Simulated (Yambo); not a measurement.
Yambo input for KCl (rock salt, space group Fm-3m, No. 225) under isotropic strain of -1.5 % on all lattice vectors (a = 4.347 Å, b = 4.347 Å, c = 4.347 Å, α = 60.00°, β = 60.00°, γ = 60.00°), on PBEsol (pw.x of Quantum ESPRESSO, ONCV potentials, without SOC) wavefunctions on a 10×10×10 mesh:

```
optics
chi
dipoles
kernel
FFTGvecs= 40 Ry
Chimod= "HARTREE"
NGsBlkXd= 4 Ry
% QpntsRXd
 1 | 1 |
%
% BndsRnXd
 1 | 42 |
%
GrFnTpXd= "R"
% EnRngeXd
 0.0 | 20.0 | eV
%
% DmRngeXd
 0.2 | 0.2 | eV
%
CGrdSpXd= 50
ETStpsXd= 161
% LongDrXd
 1.0 | 0.0 | 0.0 |
%
% XfnQP_E
 3.096 | 1.0 | 1.0 |
%
```

First lines of the file o-*.eps_q1_inv_rpa_dyson:

```
Absorption @ Q(1):   1.00000000     0.00000000     0.00000000    [q->0 direction]
#
# [ X ] Hartree size     :   65
# [GEN] GF Energies     : Perdew, Burke & Ernzerhof SOL(X)+Perdew, Burke & Ernzerhof SOL(C)+ user defined corrections @E
# [GEN] Green`s Function     : Retarded
#
# [GEN] Gauge     : Length
# [GEN] [r,Vnl] included     : yes
#
#    E[1] [eV]     Im(eps)     Re(eps)     Im(eps_o)     Re(eps_o)
#
     0.000000     -0.169270E-8     2.019988     -0.14384E-17     2.319889
     0.125000     0.261278E-3     2.020070     0.362804E-3     2.320002
     0.250000     0.522902E-3     2.020314     0.726087E-3     2.320342
     0.375000     0.785214E-3     2.020723     0.001090     2.320909
     0.500000     0.001049     2.021295     0.001456     2.321704
     0.625000     0.001313     2.022032     0.001824     2.322727
     0.750000     0.001580     2.022935     0.002194     2.323981
     0.875000     0.001848     2.024005     0.002567     2.325467
     1.000000     0.002119     2.025244     0.002943     2.327186
     1.125000     0.002393     2.026652     0.003324     2.329142
     1.250000     0.002671     2.028233     0.003709     2.331337
     1.375000     0.002951     2.029987     0.004099     2.333774
     1.500000     0.003236     2.031918     0.004494     2.336455
     1.625000     0.003526     2.034029     0.004897     2.339386
     1.750000     0.003820     2.036321     0.005306     2.342570
     1.875000     0.004120     2.038800     0.005722     2.346012
     2.000000     0.004426     2.041467     0.006147     2.349716
     2.125000     0.004739     2.044327     0.006581     2.353688
     2.250000     0.005058     2.047384     0.007025     2.357934
     2.375000     0.005385     2.050643     0.007479     2.362460
     2.500000     0.005721     2.054108     0.007945     2.367273
     2.625000     0.006065     2.057786     0.008424     2.372381
     2.750000     0.006419     2.061681     0.008915     2.377791
     2.875000     0.006784     2.065801     0.009422     2.383513
     3.000000     0.007159     2.070151     0.009944     2.389555
     3.125000     0.007547     2.074739     0.010482     2.395928
     3.250000     0.007948     2.079574     0.011039     2.402642
     3.375000     0.008363     2.084663     0.011616     2.409710
     3.500000     0.008794     2.090015     0.012213     2.417144
     3.625000     0.009241     2.095641     0.012834     2.424957
     3.750000     0.009706     2.101551     0.013478     2.433165
     3.875000     0.010189     2.107756     0.014150     2.441782
     4.000000     0.010694     2.114270     0.014850     2.450827
```
(The file goes on to the top of the energy range.) Convergence of the RPA response with its 10×10×10 mesh was not tested. The scissor comes from a G0W0 run whose convergence isn't established.

Geometry strained from the cell relaxed with PBEsol, atoms relaxed again.
